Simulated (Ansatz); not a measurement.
Ansatz (a program for electronic structure) input:

Ansatz 0.2 input:
```yaml
crystal:
  lattice:
    - [0.0, 2.5008856832, 2.5008856832]
    - [2.5008856832, 0.0, 2.5008856832]
    - [2.5008856832, 2.5008856832, 0.0]
  atoms:
    - { symbol: Hf, position: [0.0, 0.0, 0.0] }
    - { symbol: O, position: [0.75, 0.75, 0.75] }
    - { symbol: O, position: [0.25, 0.25, 0.25] }
kpoints:
  mp_grid: { grid: [10, 10, 10] }
hamiltonian:
  xc: lda
  pseudopotentials: { azcp: { folder: ./paw }, kind: paw }
scf:
  occupations: { method: fixed }
phonons:
  method: dfpt
  response_accuracy: low
  eigenvectors: true
  rigid_motions: translations
  dielectric: true
  raman: true
```

Output (shortened):

```
zone centre: on kpoints.mp_grid the ground state, and the responses unless they are solved on pairs of k-points, stand on 171 of the mesh's 1000 k-points, …
Pseudopotentials: kind: paw
Pseudopotential: Hf, paw, valence charge 26
Pseudopotential: O, paw, valence charge 6
Functional definition: SPW92
Crystal: 3 atoms, lattice volume = 31.283 Å³
Basis set: ecut = 420 eV, 609 PW (Γ), exchange–correlation on 48×48×48 points (8 copies of the dense FFT grid, shifted against one another)
Bands: 23, of which v1, the nominal top of the filled ones, is band 19 counted from 1 (18 counted from 0)
Symmetry: 48 space group operations
k-points: 171 of 1000 (irreducible under 4 space group operations, time reversal used)
PAW frozen core: Hf, regenerated for the run's functional, and the local potential with it
PAW frozen core: O, regenerated for the run's functional, and the local potential with it
Initial density: superposition of atomic densities (chi_scale 0.1, normalization cell, long waves kept (reshape's long-wave potential 0.00 eV rms))
Initial wavefunctions: pseudopotential atomic-orbital guess
Eigensolver: davidson
Functional: x = slater, c = lda
SCF iter   1: F=—  HF=-16594.311953 eV  |F-HF|=—  |Δ(HF+E_count)|=         —  Δρ=9.06e-2  dr2=1.96e0  ethr=3.10e-3  ⟨swp⟩=4.0  Hψ=13026  notcnv=0  defer=331
all-band conjugate gradients solve this SCF's bands
preconditioner: auto → none
SCF iter   2: F=—  HF=-16593.723682 eV  |F-HF|=—  |Δ(HF+E_count)|=   5.88e-1  Δρ=3.64e-2  dr2=3.52e-1  ethr=3.10e-3  ⟨swp⟩=2.3  Hψ=9259  notcnv=0  defer=306
SCF iter   3: F=—  HF=-16593.640539 eV  |F-HF|=—  |Δ(HF+E_count)|=   8.31e-2  Δρ=2.58e-2  dr2=1.14e-1  ethr=9.27e-4  ⟨swp⟩=2.0  Hψ=6836  notcnv=0  defer=342
SCF iter   4: F=—  HF=-16593.617741 eV  |F-HF|=—  |Δ(HF+E_count)|=   2.28e-2  Δρ=5.52e-3  dr2=4.62e-3  ethr=3.00e-4  ⟨swp⟩=2.8  Hψ=7837  notcnv=0  defer=342
SCF iter   5: F=—  HF=-16593.619953 eV  |F-HF|=—  |Δ(HF+E_count)|=   2.21e-3  Δρ=2.61e-3  dr2=7.10e-4  ethr=1.22e-5  ⟨swp⟩=2.0  Hψ=7864  notcnv=0  defer=340
SCF iter   6: F=—  HF=-16593.620262 eV  |F-HF|=—  |Δ(HF+E_count)|=   3.10e-4  Δρ=2.36e-4  dr2=5.48e-6  ethr=1.87e-6  ⟨swp⟩=2.0  Hψ=6498  notcnv=0  defer=342
SCF iter   7: F=—  HF=-16593.620263 eV  |F-HF|=—  |Δ(HF+E_count)|=   2.78e-7  Δρ=1.41e-5  dr2=3.93e-8  ethr=1.44e-8  ⟨swp⟩=2.1  Hψ=6858  notcnv=0
SCF iter   8: F=—  HF=-16593.620264 eV  |F-HF|=—  |Δ(HF+E_count)|=   7.61e-7  Δρ=2.16e-6  dr2=6.81e-10  ethr=1.03e-10  ⟨swp⟩=2.3  Hψ=7166  notcnv=0
SCF iter   9: F=-16593.620264 eV  HF=-16593.620264 eV  |F-HF|=4.73e-11  |Δ(HF+E_count)|=  7.64e-11  Δρ=2.17e-7  dr2=1.68e-11  ethr=1.00e-12  ⟨swp⟩=8.5  Hψ=27139  notcnv=0
SCF 1 converged in 9 iterations: F = -16593.620264 eV  dr2 = 1.68e-11
NSCF: frozen V_eff on 2 k-points
DFPT response loops at Γ: preconditioner auto → none (the input reference at scf.mixing.eps_inf says where Resta's filter doesn't serve); β = 0.50 …
── the response to a field inside a basis, on 10×10×10 k-points: an SCF that follows is theirs, and a resumed run solves both again ──
Crystal: 3 atoms, lattice volume = 31.283 Å³
Bands: 20, of which v1, the nominal top of the filled ones, is band 19 counted from 1 (18 counted from 0)
k-points: 110 of 1000 (irreducible under 12 space group operations)
Initial density: handed on by an earlier stage of this run
Initial wavefunctions: pseudopotential atomic-orbital guess (no wavefunctions were taken with the density)
Eigensolver: Dense (110 Hₖ)
SCF iter   1: F=—  HF=-16593.622688 eV  |F-HF|=—  |Δ(HF+E_count)|=         —  Δρ=6.67e-4  dr2=2.08e-5  ethr=1.00e-1
all-band conjugate gradients don't solve this SCF's bands (scf.eigensolver.kind)
preconditioner: auto → none
SCF iter   2: F=—  HF=-16593.622677 eV  |F-HF|=—  |Δ(HF+E_count)|=   1.09e-5  Δρ=3.15e-4  dr2=1.11e-5  ethr=5.46e-8
SCF iter   3: F=—  HF=-16593.622676 eV  |F-HF|=—  |Δ(HF+E_count)|=   1.61e-6  Δρ=1.80e-4  dr2=3.30e-6  ethr=2.91e-8
SCF iter   4: F=—  HF=-16593.622674 eV  |F-HF|=—  |Δ(HF+E_count)|=   1.09e-6  Δρ=3.93e-5  dr2=1.71e-7  ethr=8.68e-9
SCF iter   5: F=—  HF=-16593.622674 eV  |F-HF|=—  |Δ(HF+E_count)|=   1.70e-8  Δρ=9.38e-6  dr2=7.22e-9  ethr=4.50e-10
SCF iter   6: F=—  HF=-16593.622674 eV  |F-HF|=—  |Δ(HF+E_count)|=  5.17e-10  Δρ=1.15e-6  dr2=1.53e-10  ethr=1.90e-11
SCF iter   7: F=-16593.622674 eV  HF=-16593.622674 eV  |F-HF|=3.64e-12  |Δ(HF+E_count)|=    0.00e0  Δρ=3.74e-8  dr2=1.44e-13  ethr=1.00e-12
SCF 1 converged in 7 iterations: F = -16593.622674 eV  dr2 = 1.44e-13
DFPT response loops at Γ: mixed as the last ones told, above
DFPT response loops at Γ: mixed as the last ones told, above
DFPT response loops at Γ: mixed as the last ones told, above
SCF converged after 9 iterations
Free energy (F): -16593.620264 eV
Harris-Foulkes:  -16593.620264 eV  (|F-HF|=4.73e-11)
Internal energy: -16593.620264 eV  (E = F + TS)
E sigma→0 (E₀):  -16593.620264 eV
Fermi energy:    15.224053 eV
--- Per-component energies (eV) ---
  E_band       = 24.759552
  E_kinetic    = 743.868293
  E_local      = -6872.152959  (includes V_loc(G=0)·N_el)
  E_nonlocal   = 187.378460
  E_hartree    = 3281.549083
  E_xc         = -405.868265
  E_vxc        = -436.993210  (∫ρ·V_xc dr)
  E_paw        = -7761.215894  (= ΣΔE_a)
  E_vpaw       = -160.441208  (= ΣTr[D̂ρ^β])
  E_aug_tail   = 0.001613  (compensation charges beyond the density's cutoff)
  E_ewald      = -5769.831526
  E_core_change = 2.650931  (= ΣΔE_core)
  E_smearing   =  0.000000  (= −TS)
  E_closure    = 0.000000  (closes the sum)
  Σ components = -16593.620264   (vs F -16593.620264, Δ=0.00e0)
  [band-id]    e_kinetic+e_local+e_nonlocal+2·e_hartree+e_vxc+e_vpaw+e_augmentation_tail = 24.759156   (vs E_band 24.759552, Δ=-3.97e-4)
--- Band table (eV; the first three rows and the last of 171) ---
  k-point 0: bands = ["-45.6032", "-14.1489", "-14.1489", "-14.1489", "-3.5860", "-0.4199", "4.4831", "4.4831", "4.4831", "4.5601", "4.5601", "4.5601", "4.8112", "9.4988", "9.4988", "9.4988", "14.5757", "14.5757", "14.5757", "18.9882", "18.9882", "21.1480", "26.0861"]
  k-point 1: bands = ["-45.6015", "-14.2050", "-14.1549", "-14.1549", "-3.4322", "-0.5286", "4.4857", "4.4857", "4.4858", "4.5553", "4.5553", "4.5602", "4.7697", "9.6060", "9.6060", "9.8168", "14.2633", "14.3624", "14.3624", "19.2104", "19.2104", "21.5577", "25.5437"]
  k-point 2: bands = ["-45.5969", "-14.3470", "-14.1706", "-14.1706", "-3.0360", "-0.7797", "4.4919", "4.4919", "4.4946", "4.5444", "4.5444", "4.5605", "4.6869", "9.8881", "9.8881", "10.6071", "13.5566", "13.9180", "13.9180", "19.6322", "19.6322", "22.2589", "24.7443"]
  k-point 170: bands = ["-45.5796", "-14.5399", "-14.4887", "-14.2913", "-1.4886", "-1.3668", "4.5055", "4.5134", "4.5163", "4.5254", "4.5271", "4.5497", "4.5533", "9.8021", "9.8560", "12.2260", "12.5812", "13.7974", "14.7722", "19.9288", "20.3612", "22.5791", "22.8096"]
  band table: 23 of 23 bands, residual norms ≤ 1.0e-3 eV
--- Phonons (Γ-DFPT): 2 representative perturbations + reference, on 171 of 1000 k-points (Σ response iterations 7) ---
  k mesh reduced under 4 symmetry operations, with k and −k counted as one. Each operation leaves every solved perturbation unchanged …
  ASR residual: 2.053e-4 → 0.000e0 eV/Å²; symmetrization residual: 6.003e-5 eV/Å²
  ASR residual per site (eV/Å²): 2.05e-4 6.67e-5 6.67e-5
  Γ frequencies (cm⁻¹): 0.00 0.00 0.00 248.38 248.38 248.38 596.46 596.46 596.46
  ε∞ (high-frequency dielectric tensor):
        5.396430     0.000000     0.000000
        0.000000     5.396430     0.000000
        0.000000     0.000000     5.396430
  ε⁰ (static dielectric tensor: ions relaxed, cell fixed):
       34.754251     0.000000     0.000000
        0.000000    34.754251     0.000000
        0.000000     0.000000    34.754251
  ε⁰ − ε∞ (ionic part):
       29.357820     0.000000     0.000000
        0.000000    29.357820     0.000000
        0.000000     0.000000    29.357820
  softest optical mode at Γ: 248.38 cm⁻¹; the repairs (sum rule, projections) moved no ω² at Γ by more than (3.21 cm⁻¹)²
  Born effective charges Z* (e; rows j = field, columns β = displacement):
    site 0:
         5.58950    0.00000    0.00000
         0.00000    5.58950    0.00000
         0.00000    0.00000    5.58950
    site 1:
        -2.79475    0.00000    0.00000
         0.00000   -2.79475    0.00000
         0.00000    0.00000   -2.79475
    site 2:
        -2.79475    0.00000    0.00000
         0.00000   -2.79475    0.00000
         0.00000    0.00000   -2.79475
  Z* charge neutrality: 2.384e-5 e pre-enforcement
  k-mesh period / interband length: 35.4 Å / 1.37 Å = 25.86 at k = (0.0000, 0.0000, 0.0000), direct gap 4.412 eV — 14 or more, which is no proof of convergence
  Raman tensors (in the event stream and the table raman_tensors.tsv) …
  optical modes at Γ without the LO–TO term, one row a degenerate level:
      ω (cm⁻¹)  modes    IR ((D/Å)²/amu)  static Raman (Å⁴/amu)  depolarisation
        248.38      3            79.6934                 0.0000               —
        596.46      3             0.0000                53.4684           0.750
  optical modes at Γ + LO–TO along q̂ = [1.0000, 0.0000, 0.0000]:
      ω (cm⁻¹)  modes    IR ((D/Å)²/amu)  static Raman (Å⁴/amu)  depolarisation
        248.38      2            53.1289                 0.0000               —
        596.46      3             0.0000                53.4684           0.750
        630.32      1            26.5645                 0.0000               —
  optical modes at Γ + LO–TO along q̂ = [0.0000, 1.0000, 0.0000]:
      ω (cm⁻¹)  modes    IR ((D/Å)²/amu)  static Raman (Å⁴/amu)  depolarisation
        248.38      2            53.1289                 0.0000               —
        596.46      3             0.0000                53.4684           0.750
        630.32      1            26.5645                 0.0000               —
  optical modes at Γ + LO–TO along q̂ = [0.0000, 0.0000, 1.0000]:
      ω (cm⁻¹)  modes    IR ((D/Å)²/amu)  static Raman (Å⁴/amu)  depolarisation
        248.38      2            53.1289                 0.0000               —
        596.46      3             0.0000                53.4684           0.750
        630.32      1            26.5645                 0.0000               —
```

Cost: roughly 5 core-minutes on shared cores.

Space group Fm-3m (fluorite). This is a known high-temperature phase of the composition, computed here at zero pressure and temperature. The LDA relaxation kept the symmetry of its start. At this level the phase is dynamically unstable (imaginary phonons). The run is not spin-polarised. Scalar-relativistic: spin–orbit coupling is off unless named, which matters more the heavier the elements.

Potentials: the earlier of the program's two PAW sets.

Ansatz is a plane-wave DFT program.
